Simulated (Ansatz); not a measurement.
Ir (fcc, Cu type)

```
Ir
1.0
    0.00000     1.93542     1.93542
    1.93542     0.00000     1.93542
    1.93542     1.93542     0.00000
Ir
1
Direct
  0.00000   0.00000   0.00000
```

The slice is a {110} plane (indices of the conventional cell) through the point (0.000, 0.000, 0.000) (fractional), spanned by u = [100] and v = [1 -1 -1] in vectors of this cell: u (2.74 Å) and v (3.87 Å, at 90° to u). It covers one period; positions are fractions (u, v).

The numbers are results of PBE (plane waves to 420 eV, PAW, scalar-relativistic; Ansatz, a program for electronic structure), not measurements. k mesh 21×21×21. Inside the PAW spheres the values are not all-electron values, and peaks at nuclei hang on which shells count as valence. Ir is run without spin polarisation. Ir was relaxed with its symmetry unable to fall. Spin-orbit coupling is left out, though Ir is heavy.

Three fields on this plane, each scaled to ten steps between its own extremes (0 low, 9 high; the total valence density on a logarithmic scale, the potential cut 8 eV below its top; x marks points blanked near nuclei; v = 0 in the bottom row):

Map A
```
|xxxxxx797xxxxx|
|xxxxx56865xxxx|
|xxxxx46764xxxx|
|xxxx4567654xxx|
|xx65567776556x|
|55567777777655|
|33467777777643|
|12356788876532|
|00246799976420|
|00136899986310|
|00246799976420|
|12356788876532|
|33467777777643|
|55567777777655|
|xx65567776556x|
|xxxx4567654xxx|
|xxxxx46764xxxx|
|xxxxx56865xxxx|
|xxxxxx797xxxxx|
|xxxxxx797xxxxx|
```

Map B
```
|xxxxxx141xxxxx|
|xxxxx03530xxxx|
|xxxxx04640xxxx|
|xxxx0367630xxx|
|xx00367776300x|
|22356677766532|
|66777666667776|
|88877655567788|
|99986544456899|
|99986543456899|
|99986544456899|
|88877655567788|
|66777666667776|
|22356677766532|
|xx00367776300x|
|xxxx0367630xxx|
|xxxxx04640xxxx|
|xxxxx03530xxxx|
|xxxxxx141xxxxx|
|xxxxxx131xxxxx|
```

Map C
```
|xxxxxx767xxxxx|
|xxxxx96569xxxx|
|xxxxx75457xxxx|
|xxxx8644468xxx|
|xx98654445689x|
|76654444444566|
|33344444444433|
|11234455544321|
|00124566654210|
|00124566654210|
|00124566654210|
|11234455544321|
|33344444444433|
|76654444444566|
|xx98654445689x|
|xxxx8644468xxx|
|xxxxx75457xxxx|
|xxxxx96569xxxx|
|xxxxxx767xxxxx|
|xxxxxx868xxxxx|
```

**Question.** Assign the maps to these fields: electron localisation function (ELF); valence electron density; electrostatic potential energy of an electron, from the cell's mean.

**Answer.** A is the electron localisation function (ELF); B is the electrostatic potential energy of an electron, from the cell's mean; C is the valence electron density.
